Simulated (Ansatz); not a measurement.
## SiO₂: ¹⁷O NMR of the central transition

Cell: a COD entry whose atoms were relaxed with PBE, the cell held.

```cif
data_SiO2
_symmetry_space_group_name_H-M 'P4_12_12'
_symmetry_Int_Tables_number 92
_cell_length_a 4.9709
_cell_length_b 4.9709
_cell_length_c 6.9278
_cell_angle_alpha 90.000
_cell_angle_beta 90.000
_cell_angle_gamma 90.000
loop_
_atom_site_label
_atom_site_type_symbol
_atom_site_symmetry_multiplicity
_atom_site_Wyckoff_symbol
_atom_site_fract_x
_atom_site_fract_y
_atom_site_fract_z
Si Si 4 a 0.3055 0.3055 0.0000
O O 8 b 0.2365 0.1168 0.1852
```

One atom of each set is listed.

Level of theory: DFT, r2SCAN, plane waves and PAW, scalar-relativistic, 500 eV cutoff, Γ-centred 5×5×4 k-points, Fermi–Dirac smearing 0.02 eV (Ansatz 0.2.0).

¹⁷O has I = 5/2 and Q = -25.58 mb (Pyykkö 2018); at 11.7 T its Larmor frequency is ν₀ = 67.6 MHz. Only the quadrupole interaction is simulated: positions count from each site's isotropic chemical shift, and J coupling is left out, as are shift anisotropy and dipolar coupling, which fast spinning averages.

Simulated pattern of one O site (fast magic-angle spinning, Gaussian broadening 0.2 kHz):

| offset (kHz) | height |
| --- | --- |
| -7.779 | 0 |
| -7.586 | 0 |
| -7.393 | 4 |
| -7.200 | 7 |
| -7.007 | 7 |
| -6.814 | 7 |
| -6.621 | 7 |
| -6.428 | 8 |
| -6.235 | 8 |
| -6.042 | 8 |
| -5.849 | 8 |
| -5.656 | 8 |
| -5.463 | 9 |
| -5.270 | 9 |
| -5.077 | 23 |
| -4.884 | 45 |
| -4.691 | 55 |
| -4.498 | 74 |
| -4.305 | 93 |
| -4.112 | 73 |
| -3.919 | 61 |
| -3.726 | 57 |
| -3.533 | 54 |
| -3.340 | 52 |
| -3.147 | 52 |
| -2.954 | 52 |
| -2.761 | 52 |
| -2.568 | 54 |
| -2.375 | 56 |
| -2.182 | 59 |
| -1.989 | 65 |
| -1.796 | 74 |
| -1.603 | 97 |
| -1.410 | 100 |
| -1.217 | 77 |
| -1.024 | 66 |
| -0.831 | 55 |
| -0.638 | 18 |
| -0.445 | 0 |
| -0.252 | 0 |

Task: Which |C_Q| and η does the pattern imply?

Result: The pattern spans 6.74 kHz before broadening and its centre of gravity is at -2.99 kHz, which fixes P_Q; the places of the horns and steps fix η. That gives P_Q = 5.80 MHz, |C_Q| = 5.77 MHz and η = 0.19. The sign of C_Q can't be read from the pattern.

At O V_zz runs parallel to the line that joins its two neighbours (within 1°).

The largest force is 0.3 eV/Å, so the atoms aren't at the calculated equilibrium and relaxing them would move these values.
